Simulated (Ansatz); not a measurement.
## Structure optimisation: vanadium, beta-Sn type

Method: Ansatz 0.2.0, DFT, BLYP, plane waves (420 eV) with PAW, scalar-relativistic. The PAW files were generated under PBE, with cores re-solved for the functional.

k-point mesh 14×14×9, Fermi-Dirac smearing 0.1 eV, no spin polarisation. Cell and atoms relax.

Starting structure:

```
V
1.0
    -2.36898    2.36898    1.29346
     2.36898   -2.36898    1.29346
     2.36898    2.36898   -1.29346
V
2
Direct
  0.00000 0.00000 0.00000
  0.75000 0.25000 0.50000
```

**Question.** What cell does the relaxation end in?

**Answer.** Fddd with a = 2.460 Å, b = 5.052 Å, c = 9.047 Å; 14.06 Å³ per atom against 14.52 at the start (-3.2 %).

The cell has left the beta-Sn structure type; it ends in Fddd.

**Question.** How much energy does the relaxation gain?

**Answer.** 295.8 meV per atom.

The k-point mesh keeps fewer symmetry operations than the starting structure has, so the cell can leave it.
